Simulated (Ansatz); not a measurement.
CoP in space group Pnma (No. 62; Co on 4c, P on 4c) at seven volumes, DFT-PBEsol in the program Ansatz with PAW potentials, shape and atoms relaxed at each. One row is withheld.

```json
[
 {"V (Å³/atom)": "10.059", "P (GPa)": "?"},
 {"V (Å³/atom)": "10.391", "P (GPa)": "15.78"},
 {"V (Å³/atom)": "10.722", "P (GPa)": "7.22"},
 {"V (Å³/atom)": "11.054", "P (GPa)": "0.00"},
 {"V (Å³/atom)": "11.385", "P (GPa)": "-6.07"},
 {"V (Å³/atom)": "11.717", "P (GPa)": "-11.19"},
 {"V (Å³/atom)": "12.049", "P (GPa)": "-15.47"}
]
```

### Question
Fit the shown pressures and predict the withheld one.

### Answer
Third-order Birch–Murnaghan: P = (3/2)B₀(x^(7/2) − x^(5/2))[1 + (3/4)(B′ − 4)(x − 1)] with x = (V₀/V)^(2/3). Least squares on the six rows gives V₀ = 11.054 Å³/atom, B₀ = 220.3 GPa, B′ = 4.76. At V = 10.059, x = 1.0649 and P = 26.03 GPa. The run itself gave 25.94 GPa.

The workflow started from a Materials Project entry (that database holds measured and hypothetical structures alike); the Crystallography Open Database files this formula in space group No. 62, but the cells were not matched. Whether it is the stable phase at ambient conditions was not checked. Symmetry was held in the PBEsol relaxation; its stability against distortions is not shown here. The run is not spin-polarised.

Potentials: the later of the program's two PAW sets.
